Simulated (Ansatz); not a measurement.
CaNiN in space group P4_2/mmc (No. 131; Ca on 2e, Ni on 2b, N on 2c), r²SCAN in the plane-wave PAW code Ansatz, all energies at zero smearing, with the estimated change up to a 700 eV cutoff added, with one set of potentials and settings (totals compare only within such a set). Cell of 6 atoms (2 Ca, 2 Ni, 2 N): -16108.125 eV.

```tsv
element	reference phase	E (eV/atom)
Ca	Fm-3m, 1 atoms in the cell	-1821.6752
Ni	Fm-3m, 1 atoms in the cell, spin-polarised	-5845.2912
N	Pa-3, 8 atoms in the cell	-384.8315
```

Formation energy per atom, worked out: (-16108.125 − 2×(-1821.6752) − 2×(-5845.2912) − 2×(-384.8315))/6 = -0.755 eV/atom (-73 kJ per mol of atoms), at 0 K, without zero-point energy or fitted corrections.

The workflow started from an entry of the Crystallography Open Database (COD). Whether it is the stable phase at ambient conditions was not checked. The r²SCAN relaxation kept the symmetry of its start; its stability against distortions is not shown here. The workflow began spin-polarised and lost its moments. Other orbital occupations within this spin state were not tried. The references are the lowest solids computed at this level, not always the standard phases (solids in place of the gases).

Potentials: the later of the program's two PAW sets.
